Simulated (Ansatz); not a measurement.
Relaxation of a relaxed SnO cell, doubled along one cell vector, shaken by Gaussian noise of σ = 0.08 Å a coordinate; 8 atoms in the cell, which starts as P1 (No. 1), aP8; a = 3.370 Å, b = 5.837 Å, c = 6.443 Å, α = 90.00°, β = 90.00°, γ = 90.00°. Method: PBEsol (plane waves to 420 eV, PAW, scalar-relativistic; Ansatz, a quantum-chemistry and plane-wave program). Γ-centred k-mesh 4×8×4 on the run's cell (coarser than for final values), Fermi–Dirac smearing 0.05 eV. This is the first round of the run. 

The optimiser's lines from the output (shortened; P is positive under compression):

```
relax step   1: F+E_penalty+E_count = -26038.90821852 eV  Δ(F+E_penalty+E_count) = +0.000e0 eV  max|allowed force component| = 7.485e-1 eV/Å  Δτ_max = 0.0000 Å  P = +0.513 GPa  Ω = 126.721 Å³  (8 SCF iters, dr2 threshold 1.00e-7 eV, accepted)
relax step   2: F+E_penalty+E_count = -26039.00087997 eV  Δ(F+E_penalty+E_count) = -9.266e-2 eV  max|allowed force component| = 1.413e0 eV/Å  Δτ_max = 0.1948 Å  P = -0.885 GPa  Ω = 127.890 Å³  (8 SCF iters, dr2 threshold 8.00e-7 eV, accepted)
relax step   3: F+E_penalty+E_count = -26039.95694380 eV  Δ(F+E_penalty+E_count) = -9.561e-1 eV  max|allowed force component| = 1.164e0 eV/Å  Δτ_max = 0.2000 Å  P = -0.246 GPa  Ω = 127.064 Å³  (8 SCF iters, dr2 threshold 8.00e-7 eV, accepted)
relax step   4: F+E_penalty+E_count = -26040.55149105 eV  Δ(F+E_penalty+E_count) = -5.945e-1 eV  max|allowed force component| = 1.073e0 eV/Å  Δτ_max = 0.1951 Å  P = +2.182 GPa  Ω = 127.386 Å³  (8 SCF iters, dr2 threshold 8.00e-7 eV, accepted)
relax step   5: F+E_penalty+E_count = -26041.08988586 eV  Δ(F+E_penalty+E_count) = -5.384e-1 eV  max|allowed force component| = 9.902e-1 eV/Å  Δτ_max = 0.2000 Å  P = +2.523 GPa  Ω = 130.937 Å³  (6 SCF iters, dr2 threshold 8.00e-7 eV, accepted)
relax step   6: F+E_penalty+E_count = -26041.51756745 eV  Δ(F+E_penalty+E_count) = -4.277e-1 eV  max|allowed force component| = 7.009e-1 eV/Å  Δτ_max = 0.1613 Å  P = +1.207 GPa  Ω = 136.385 Å³  (9 SCF iters, dr2 threshold 8.00e-7 eV, accepted)
relax step   7: F+E_penalty+E_count = -26041.82978371 eV  Δ(F+E_penalty+E_count) = -3.122e-1 eV  max|allowed force component| = 4.642e-1 eV/Å  Δτ_max = 0.1326 Å  P = +0.096 GPa  Ω = 137.543 Å³  (8 SCF iters, dr2 threshold 8.00e-7 eV, accepted)
relax step   8: F+E_penalty+E_count = -26042.08969032 eV  Δ(F+E_penalty+E_count) = -2.599e-1 eV  max|allowed force component| = 5.294e-1 eV/Å  Δτ_max = 0.1710 Å  P = -2.057 GPa  Ω = 134.997 Å³  (7 SCF iters, dr2 threshold 8.00e-7 eV, accepted)
relax step   9: F+E_penalty+E_count = -26042.16354657 eV  Δ(F+E_penalty+E_count) = -7.386e-2 eV  max|allowed force component| = 4.192e-1 eV/Å  Δτ_max = 0.1339 Å  P = -0.717 GPa  Ω = 133.959 Å³  (6 SCF iters, dr2 threshold 8.00e-7 eV, accepted)
relax step  10: F+E_penalty+E_count = -26042.17225286 eV  Δ(F+E_penalty+E_count) = -8.706e-3 eV  max|allowed force component| = 3.084e-1 eV/Å  Δτ_max = 0.0593 Å  P = -0.098 GPa  Ω = 134.684 Å³  (7 SCF iters, dr2 threshold 8.00e-7 eV, accepted)
relax step  11: F+E_penalty+E_count = -26042.16117683 eV  Δ(F+E_penalty+E_count) = +1.108e-2 eV  max|allowed force component| = 4.797e-1 eV/Å  Δτ_max = 0.1398 Å  P = +0.613 GPa  Ω = 134.322 Å³  (8 SCF iters, dr2 threshold 8.00e-7 eV, rejected (line search))
relax step  12: F+E_penalty+E_count = -26042.19945969 eV  Δ(F+E_penalty+E_count) = -2.721e-2 eV  max|allowed force component| = 2.188e-2 eV/Å  Δτ_max = 0.0562 Å  P = +0.138 GPa  Ω = 133.689 Å³  (13 SCF iters, accepted)
relax step  13: F+E_penalty+E_count = -26042.19925297 eV  Δ(F+E_penalty+E_count) = +2.067e-4 eV  max|allowed force component| = 1.321e-2 eV/Å  Δτ_max = 0.0080 Å  P = -0.093 GPa  Ω = 133.983 Å³  (5 SCF iters, dr2 threshold 9.80e-8 eV, accepted)
relax step  14: F+E_penalty+E_count = -26042.19960752 eV  Δ(F+E_penalty+E_count) = -3.546e-4 eV  max|allowed force component| = 3.226e-3 eV/Å  Δτ_max = 0.0074 Å  P = -0.011 GPa  Ω = 133.801 Å³  (6 SCF iters, dr2 threshold 3.97e-8 eV, accepted)
relax step  15: F+E_penalty+E_count = -26042.37005340 eV  Δ(F+E_penalty+E_count) = -1.704e-1 eV  max|allowed force component| = 8.475e-3 eV/Å  Δτ_max = 0.0000 Å  P = +1.456 GPa  Ω = 133.801 Å³  stress off target by 3.54e0 GPa  SCF on the basis re-selected at this cell (its energy is not comparable with the rows above)  (10 SCF iters)
relax step  16: F+E_penalty+E_count = -26042.44623133 eV  Δ(F+E_penalty+E_count) = -7.618e-2 eV  max|allowed force component| = 1.487e-1 eV/Å  Δτ_max = 0.0953 Å  P = +0.918 GPa  Ω = 134.573 Å³  (6 SCF iters, dr2 threshold 8.00e-7 eV, accepted)
relax step  17: F+E_penalty+E_count = -26042.46314216 eV  Δ(F+E_penalty+E_count) = -1.691e-2 eV  max|allowed force component| = 1.740e-1 eV/Å  Δτ_max = 0.0872 Å  P = -0.107 GPa  Ω = 136.601 Å³  (6 SCF iters, dr2 threshold 8.00e-7 eV, accepted)
relax step  18: F+E_penalty+E_count = -26042.46745874 eV  Δ(F+E_penalty+E_count) = -4.317e-3 eV  max|allowed force component| = 5.124e-2 eV/Å  Δτ_max = 0.0224 Å  P = +0.037 GPa  Ω = 136.871 Å³  (6 SCF iters, dr2 threshold 8.00e-7 eV, accepted)
relax step  19: F+E_penalty+E_count = -26042.46923697 eV  Δ(F+E_penalty+E_count) = -1.778e-3 eV  max|allowed force component| = 2.289e-2 eV/Å  Δτ_max = 0.0259 Å  P = +0.104 GPa  Ω = 137.013 Å³  (6 SCF iters, dr2 threshold 1.91e-7 eV, accepted)
relax step  20: F+E_penalty+E_count = -26042.46938870 eV  Δ(F+E_penalty+E_count) = -1.517e-4 eV  max|allowed force component| = 7.633e-3 eV/Å  Δτ_max = 0.0051 Å  P = -0.036 GPa  Ω = 137.067 Å³  (6 SCF iters, dr2 threshold 6.71e-8 eV, accepted)
relax step  21: F+E_penalty+E_count = -26042.46952176 eV  Δ(F+E_penalty+E_count) = -1.331e-4 eV  max|allowed force component| = 2.291e-3 eV/Å  Δτ_max = 0.0015 Å  P = -0.004 GPa  Ω = 136.989 Å³  (6 SCF iters, dr2 threshold 9.08e-9 eV, accepted)
relax step  22: F+E_penalty+E_count = -26042.48689809 eV  Δ(F+E_penalty+E_count) = -1.738e-2 eV  max|allowed force component| = 2.602e-3 eV/Å  Δτ_max = 0.0000 Å  P = +0.183 GPa  Ω = 136.989 Å³  stress off target by 4.96e-1 GPa  SCF on the basis re-selected at this cell (its energy is not comparable with the rows above)  (7 SCF iters)
relax step  23: F+E_penalty+E_count = -26042.48833774 eV  Δ(F+E_penalty+E_count) = -1.440e-3 eV  max|allowed force component| = 1.982e-2 eV/Å  Δτ_max = 0.0107 Å  P = +0.030 GPa  Ω = 137.539 Å³  (6 SCF iters, dr2 threshold 6.14e-7 eV, accepted)
relax step  24: F+E_penalty+E_count = -26042.48813881 eV  Δ(F+E_penalty+E_count) = +1.989e-4 eV  max|allowed force component| = 1.038e-2 eV/Å  Δτ_max = 0.0142 Å  P = +0.008 GPa  Ω = 137.903 Å³  (6 SCF iters, dr2 threshold 2.45e-8 eV, accepted)
relax step  25: F+E_penalty+E_count = -26042.48818626 eV  Δ(F+E_penalty+E_count) = -4.745e-5 eV  max|allowed force component| = 2.230e-3 eV/Å  Δτ_max = 0.0024 Å  P = +0.000 GPa  Ω = 137.904 Å³  (6 SCF iters, dr2 threshold 8.01e-9 eV, accepted)
relax step  26: F+E_penalty+E_count = -26042.48978580 eV  Δ(F+E_penalty+E_count) = -1.600e-3 eV  max|allowed force component| = 2.015e-3 eV/Å  Δτ_max = 0.0000 Å  P = +0.006 GPa  Ω = 137.904 Å³  stress off target by 3.54e-2 GPa  SCF on the basis re-selected at this cell (its energy is not comparable with the rows above)  (6 SCF iters)
relax step  27: F+E_penalty+E_count = -26042.48975125 eV  Δ(F+E_penalty+E_count) = +3.455e-5 eV  max|allowed force component| = 5.000e-3 eV/Å  Δτ_max = 0.0023 Å  P = -0.000 GPa  Ω = 137.942 Å³  (6 SCF iters, dr2 threshold 3.13e-9 eV, accepted)
relax step  28: F+E_penalty+E_count = -26042.48977899 eV  Δ(F+E_penalty+E_count) = -2.774e-5 eV  max|allowed force component| = 5.024e-3 eV/Å  Δτ_max = 0.0000 Å  P = -0.000 GPa  Ω = 137.942 Å³  stress off target by 6.81e-3 GPa  SCF on the basis re-selected at this cell (its energy is not comparable with the rows above)  (9 SCF iters)
```

From the first to the last row the energy changes by -0.45 eV/atom and the volume by +8.9 %. The last row is marked as not comparable with the walk above it, whose basis was carried along; it does compare with step 1, since both stand on a basis selected at the nominal cutoff for their own cell.

Energy and pressure jump between steps 14 and 15 at one geometry, where the plane-wave basis was selected anew. While the cell walks, the set of plane waves is carried along, so its effective cutoff drifts with the strain; re-selecting it at 420 eV moved the energy by -0.021 eV/atom and the pressure by 1.5 GPa. Only step 1 and rows on a re-selected basis compare with each other.

Step 11 was rejected by the optimiser.

Later rounds, restarted from the end of this one on a renewed k-mesh, logged 2 more steps and released under 0.01 eV/atom more. The final structure after all rounds: P2₁/m (No. 11), mP8; a = 6.3536 Å, b = 3.4564 Å, c = 6.8742 Å, α = 90.00°, β = 113.97°, γ = 90.00°. Between re-selections the logged energies stand on a plane-wave basis carried along with the cell. No spin polarisation in the result.

The relaxed structure here is a generated cell of SnO: the first start was made by placing the elements on the sites of a structure type, and the end was not matched to a known phase here, so it may be hypothetical. Known forms of SnO include space group No. 129.
